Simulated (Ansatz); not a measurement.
**Hf2Cu squeezed and stretched**

A database entry relaxed whole under r2SCAN (I4/mmm):

```
Hf Cu
1.0
    -1.58063    1.58063    5.56639
     1.58063   -1.58063    5.56639
     1.58063    1.58063   -5.56639
Hf Cu
2 1
Direct
  0.34405 0.34405 0.00000
  0.65595 0.65595 0.00000
  0.00000 0.00000 0.00000
```

The cell was scaled uniformly, its shape held, and the atoms relaxed at each volume with plane-wave PAW DFT (Ansatz 0.2.0; r2SCAN, 500 eV, 13×13×13 Γ-centred mesh, fermi-dirac occupations of width 0.100 eV; no spin, no spin-orbit coupling). One row is withheld.

| volume (Å³/atom) | energy over the lowest (meV/atom) | pressure (GPa) |
| --- | --- | --- |
| 17.430 | 28.7 | 8.85 |
| 17.801 | 12.2 | 5.60 |
| 18.172 | ? | ? |
| 18.543 | 0.0 | -0.01 |
| 18.914 | 3.0 | -2.43 |
| 19.284 | 11.4 | -4.62 |
| 19.655 | 24.5 | -6.61 |

Question: Fit the pressures of the other rows to the third-order Birch-Murnaghan form.

Answer: With f = [(V₀/V)^(2/3) − 1]/2 and P = 3B₀f(1 + 2f)^(5/2)[1 + 3(B₀′ − 4)f/2], least squares gives V₀ = 18.54 Å³ an atom, B₀ = 127 GPa and B₀′ = 3.9; the rows miss the fit by less than 0.01 GPa. The slope of the energies differs from these pressures by 0.07 GPa, since they are taken to zero smearing while pressures follow the free energy.

Question: What does the withheld row hold?

Answer: The fit gives 2.65 GPa at 18.172 Å³; the run gave 2.66 GPa and 2.9 meV an atom.

Caveats: the shape of the cell was held, so B₀ is an upper bound where the axes differ in stiffness; 0 K, fixed nuclei; the symmetry was kept, and this need not be the phase that is stable at 0 K; one mesh for all volumes; pressure is positive in compression.
